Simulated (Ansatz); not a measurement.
CaCd (CsCl type, Pm-3m), PBE in the plane-wave PAW code Ansatz, all energies at zero smearing, with the estimated change up to a 700 eV cutoff added, with one set of potentials and settings (totals compare only within such a set). Cell of 2 atoms (1 Ca, 1 Cd): -10072.035 eV.

```csv
element,reference phase,E (eV/atom)
Ca,"Fm-3m, 1 atoms in the cell",-1816.8597
Cd,"P6_3/mmc, 2 atoms in the cell",-8254.4547
```

Formation energy per atom, worked out: (-10072.035 − 1×(-1816.8597) − 1×(-8254.4547))/2 = -0.360 eV/atom (-35 kJ per mol of atoms), at 0 K, without zero-point energy or fitted corrections.

The workflow started from a Materials Project entry (that database holds measured and hypothetical structures alike); the Crystallography Open Database copy checked does not list it. With Ca and Cd taken as one species the cell has the higher symmetry Im-3m, so it may be an ordered model of a mixed-site phase. Whether it is the stable phase at ambient conditions was not checked. Symmetry was held in the PBE relaxation; whether a distortion lowers the energy is not shown. The references are the lowest solids computed at this level, not always the standard phases.

Potentials: the later of the program's two PAW sets.
